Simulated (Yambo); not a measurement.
Quantum ESPRESSO input (LDA, PseudoDojo standard norm-conserving files, scalar-relativistic) whose wavefunctions are converted with p2y:

```
&CONTROL
  calculation = 'nscf'
  pseudo_dir = './pseudo'
  outdir = './out'
/
&SYSTEM
  ibrav = 0
  nat = 3
  ntyp = 2
  ecutwfc = 88.0
  ecutrho = 352.0
  occupations = 'fixed'
  force_symmorphic = .true.
  nbnd = 78
/
&ELECTRONS
  conv_thr = 3.0000000000000004e-09
  diago_full_acc = .true.
  diago_thr_init = 1e-08
/
ATOMIC_SPECIES
Be 9.0122 Be.upf
C 12.0110 C.upf
CELL_PARAMETERS angstrom
  0.000000000000   2.135411652000   2.135411652000
  2.135411652000   0.000000000000   2.135411652000
  2.135411652000   2.135411652000   0.000000000000
ATOMIC_POSITIONS crystal
Be   0.750000000000   0.750000000000   0.750000000000
Be   0.250000000000   0.250000000000   0.250000000000
C   0.000000000000   0.000000000000   0.000000000000
K_POINTS automatic
4 4 4 0 0 0
```

Yambo's initialisation report on symmetry, reciprocal space, the k grid and the gaps on this mesh:

```
  [02.02] Symmetries
  ==================

  Inversion symmetry    : yes
  Spatial inversion     : yes
  Inversion index       :  25
  K-space Time-reversal : no
  Magnetic symmetries   : no
  Group table correct   : yes
  Symmetries units      :  [cc]

  [02.03] Reciprocal space
  ========================

  nG shells         :  196
  nG charge         :  14649
  nG WFs            :  2347
  nC WFs            :  1850
  G-vecs. in first 19 shells:  [ Number ]
     1    9   15   27   51   59   65   89  113
    137   169   181   229   259   283   307   331   339
    387
  ...
  Shell energy in first 19 shells:  [ mHa ]
    0.00000      909.139      1212.18      2424.37      3333.51      3636.55      4848.74      5757.88      6060.92
    7273.11      8182.25      9697.48      10606.6      10909.7      12121.8      13031.0      13334.0      14546.2
    15455.4
  ...

  [02.04] K-grid lattice
  ======================

  Compatible Grid is   : 3D
  Base K vectors       :  K_min[ 1 ]  K_min[ 2 ]  K_min[ 3 ]
  K_min[ 1 ] :  0.000000  0.000000 -0.250000 [rlu]
  K_min[ 2 ] :  0.000000  0.250000  0.000000 [rlu]
  K_min[ 3 ] :  0.250000  0.000000  0.000000 [rlu]
  Grid dimensions      :   4   4   4
  K lattice UC volume  :  0.029491 [a.u.]

  IBZ K-points                                      :   8
  BZ  K-points                                      :   64

  K/Q-points units:
  rlu = crystal or reduced units; cc = cartesian coordinates; iku = interal k-units

  K [1]          [rlu]:  0.000000  0.000000  0.000000
         WF components:  1837
  K [2]          [rlu]:  0.000000  0.000000  0.250000
         WF components:  1847
  K [3]          [rlu]:  0.000000  0.000000 -0.500000
         WF components:  1850
  K [4]          [rlu]:  0.000000  0.250000  0.250000
         WF components:  1828
  K [5]          [rlu]:  0.000000  0.250000 -0.500000
         WF components:  1829
  K [6]          [rlu]:  0.000000  0.250000 -0.250000
         WF components:  1829
  K [7]          [rlu]:  0.000000 -0.500000 -0.500000
         WF components:  1804
  K [8]          [rlu]:  0.250000 -0.500000 -0.250000
         WF components:  1800

  [02.05] Energies & Occupations
  ==============================

  [X] === General ===
  [X] Electronic Temperature                        :  0.000000  0.000000 [eV K]
  [X] Bosonic    Temperature                        :  0.000000  0.000000 [eV K]
  [X] Finite Temperature mode                       : no
  [X] El. density                                   :  0.61618E+24 [cm-3]
  [X] Fermi Level                                   :  10.38106 [eV]

  [X] === Gaps and Widths ===
  [X] Conduction Band Min                           :  1.212199 [eV]
  [X] Valence Band Max                              :  0.000000 [eV]
  [X] Filled Bands                                  :   6
  [X] Empty Bands                                   :    7   78
  [X] Direct Gap                                    :  4.126288 [eV]
  [X] Direct Gap localized at k                     :  1
  [X] Indirect Gap                                  :  1.212199 [eV]
  [X] Indirect Gap between kpts                     :   1   7
  [X] Last valence band width                       :  6.011305 [eV]
  [X] 1st conduction band width                     :  4.589484 [eV]
```
The gaps are LDA values on this mesh alone; only operations without fractional translations are kept.

Geometry relaxed with LDA.
